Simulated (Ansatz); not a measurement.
Geometry optimisation in Ansatz: input, command and trajectory.

```yaml
crystal:
  lattice:
    - [5.3966604752, 0.0, 0.0]
    - [0.0, 5.3966604752, 0.0]
    - [0.0, 0.0, 5.3966604752]
  atoms:
    - { symbol: Sb, position: [0.134, 0.134, 0.134] }
    - { symbol: Sb, position: [0.366, 0.866, 0.634] }
    - { symbol: Sb, position: [0.634, 0.366, 0.866] }
    - { symbol: Sb, position: [0.866, 0.634, 0.366] }
    - { symbol: Mo, position: [0.8445, 0.8445, 0.8445] }
    - { symbol: Mo, position: [0.6555, 0.1555, 0.3445] }
    - { symbol: Mo, position: [0.3445, 0.6555, 0.1555] }
    - { symbol: Mo, position: [0.1555, 0.3445, 0.6555] }
basis:
  ecutwfc: 420
kpoints:
  mp_grid: { grid: [4, 4, 4] }
hamiltonian:
  xc: pbe
scf:
  occupations: { method: gaussian, width: 0.1 }
  lower_state_search: "off"
output:
  forces: true
  stress: true
  eigenvalues: true
relax:
  adjacent_minimum: "off"
  f_tol: 0.04
  max_steps: 70
  cell: { stress_tol: 0.4 }
```

```bash
ansatz run input.yaml --threads 1 --pin off --max-ram 2560MiB --backend cpu --events-out ev --progress --plain --runs-dir out
```

The calculation used Ansatz, DFT PBE, scalar-relativistic, plane waves, PAW.

Of 7 frames 7 are shown, positions in Å and forces in eV/Å; the SCF threshold varies from step to step. Steps run on the plane waves of an earlier cell, with a Pulay correction in the pressure. The basis is chosen afresh for the last frame, the zero of the energies, and at times for earlier ones too; energy and pressure step there, also at an unchanged geometry.

```xyz
8
Lattice="5.3967 0.0000 0.0000 0.0000 5.3967 0.0000 0.0000 0.0000 5.3967" Properties=species:S:1:pos:R:3:forces:R:3 pbc="T T T" step=1 free_energy_over_end_meV_per_atom=182.58 pressure_GPa=-4.27
Sb    0.7232    0.7232    0.7232    0.9497    0.9497    0.9497
Sb    1.9752    4.6735    3.4215   -0.9497   -0.9497    0.9497
Sb    3.4215    1.9752    4.6735    0.9497   -0.9497   -0.9497
Sb    4.6735    3.4215    1.9752   -0.9497    0.9497   -0.9497
Mo    4.5575    4.5575    4.5575    0.5113    0.5113    0.5113
Mo    3.5375    0.8392    1.8592   -0.5113   -0.5113    0.5113
Mo    1.8592    3.5375    0.8392    0.5113   -0.5113   -0.5113
Mo    0.8392    1.8592    3.5375   -0.5113    0.5113   -0.5113
8
Lattice="5.2857 0.0000 0.0000 0.0000 5.2857 0.0000 0.0000 0.0000 5.2857" Properties=species:S:1:pos:R:3:forces:R:3 pbc="T T T" step=2 free_energy_over_end_meV_per_atom=18.21 pressure_GPa=2.08
Sb    0.8182    0.8182    0.8182    0.1859    0.1859    0.1859
Sb    1.8246    4.4674    3.4611   -0.1859   -0.1859    0.1859
Sb    3.4611    1.8246    4.4674    0.1859   -0.1859   -0.1859
Sb    4.4674    3.4611    1.8246   -0.1859    0.1859   -0.1859
Mo    4.5222    4.5222    4.5222    0.3573    0.3573    0.3573
Mo    3.4063    0.7634    1.8794   -0.3573   -0.3573    0.3573
Mo    1.8794    3.4063    0.7634    0.3573   -0.3573   -0.3573
Mo    0.7634    1.8794    3.4063   -0.3573    0.3573   -0.3573
8
Lattice="5.3686 0.0000 0.0000 0.0000 5.3686 0.0000 0.0000 0.0000 5.3686" Properties=species:S:1:pos:R:3:forces:R:3 pbc="T T T" step=3 free_energy_over_end_meV_per_atom=14.93 pressure_GPa=-1.72
Sb    0.8835    0.8835    0.8835   -0.2945   -0.2945   -0.2945
Sb    1.8009    4.4852    3.5678    0.2945    0.2945   -0.2945
Sb    3.5678    1.8009    4.4852   -0.2945    0.2945    0.2945
Sb    4.4852    3.5678    1.8009    0.2945   -0.2945    0.2945
Mo    4.6824    4.6824    4.6824   -0.1856   -0.1856   -0.1856
Mo    3.3706    0.6862    1.9981    0.1856    0.1856   -0.1856
Mo    1.9981    3.3706    0.6862   -0.1856    0.1856    0.1856
Mo    0.6862    1.9981    3.3706    0.1856   -0.1856    0.1856
8
Lattice="5.3299 0.0000 0.0000 0.0000 5.3299 0.0000 0.0000 0.0000 5.3299" Properties=species:S:1:pos:R:3:forces:R:3 pbc="T T T" step=4 free_energy_over_end_meV_per_atom=0.31 pressure_GPa=-0.31
Sb    0.8453    0.8453    0.8453    0.0414    0.0414    0.0414
Sb    1.8196    4.4845    3.5102   -0.0414   -0.0414    0.0414
Sb    3.5102    1.8196    4.4845    0.0414   -0.0414   -0.0414
Sb    4.4845    3.5102    1.8196   -0.0414    0.0414   -0.0414
Mo    4.6198    4.6198    4.6198   -0.0698   -0.0698   -0.0698
Mo    3.3750    0.7101    1.9548    0.0698    0.0698   -0.0698
Mo    1.9548    3.3750    0.7101   -0.0698    0.0698    0.0698
Mo    0.7101    1.9548    3.3750    0.0698   -0.0698    0.0698
8
Lattice="5.3180 0.0000 0.0000 0.0000 5.3180 0.0000 0.0000 0.0000 5.3180" Properties=species:S:1:pos:R:3:forces:R:3 pbc="T T T" step=5 free_energy_over_end_meV_per_atom=-0.21 pressure_GPa=0.43
Sb    0.8453    0.8453    0.8453   -0.0115   -0.0115   -0.0115
Sb    1.8137    4.4727    3.5043    0.0115    0.0115   -0.0115
Sb    3.5043    1.8137    4.4727   -0.0115    0.0115    0.0115
Sb    4.4727    3.5043    1.8137    0.0115   -0.0115    0.0115
Mo    4.6002    4.6002    4.6002    0.0002    0.0002    0.0002
Mo    3.3768    0.7178    1.9412   -0.0002   -0.0002    0.0002
Mo    1.9412    3.3768    0.7178    0.0002   -0.0002   -0.0002
Mo    0.7178    1.9412    3.3768   -0.0002    0.0002   -0.0002
8
Lattice="5.3238 0.0000 0.0000 0.0000 5.3238 0.0000 0.0000 0.0000 5.3238" Properties=species:S:1:pos:R:3:forces:R:3 pbc="T T T" step=6 free_energy_over_end_meV_per_atom=-0.27 pressure_GPa=-0.07
Sb    0.8458    0.8458    0.8458   -0.0011   -0.0011   -0.0011
Sb    1.8161    4.4780    3.5076    0.0011    0.0011   -0.0011
Sb    3.5076    1.8161    4.4780   -0.0011    0.0011    0.0011
Sb    4.4780    3.5076    1.8161    0.0011   -0.0011    0.0011
Mo    4.6057    4.6057    4.6057    0.0035    0.0035    0.0035
Mo    3.3800    0.7181    1.9438   -0.0035   -0.0035    0.0035
Mo    1.9438    3.3800    0.7181    0.0035   -0.0035   -0.0035
Mo    0.7181    1.9438    3.3800   -0.0035    0.0035   -0.0035
8
Lattice="5.3238 0.0000 0.0000 0.0000 5.3238 0.0000 0.0000 0.0000 5.3238" Properties=species:S:1:pos:R:3:forces:R:3 pbc="T T T" step=7 free_energy_over_end_meV_per_atom=0.00 pressure_GPa=-0.07
Sb    0.8458    0.8458    0.8458   -0.0011   -0.0011   -0.0011
Sb    1.8161    4.4780    3.5076    0.0011    0.0011   -0.0011
Sb    3.5076    1.8161    4.4780   -0.0011    0.0011    0.0011
Sb    4.4780    3.5076    1.8161    0.0011   -0.0011    0.0011
Mo    4.6057    4.6057    4.6057    0.0034    0.0034    0.0034
Mo    3.3800    0.7181    1.9438   -0.0034   -0.0034    0.0034
Mo    1.9438    3.3800    0.7181    0.0034   -0.0034   -0.0034
Mo    0.7181    1.9438    3.3800   -0.0034    0.0034   -0.0034
```

The start puts this composition into another compound's structure type, which needn't suit it. At the end the space group is P2_13 (tolerance 0.05 Å).

It took 40 s on 1 thread of Intel(R) Xeon(R) 6975P-C (Granite Rapids), on a shared host, peak memory 0.49 GiB.

The k mesh is coarse.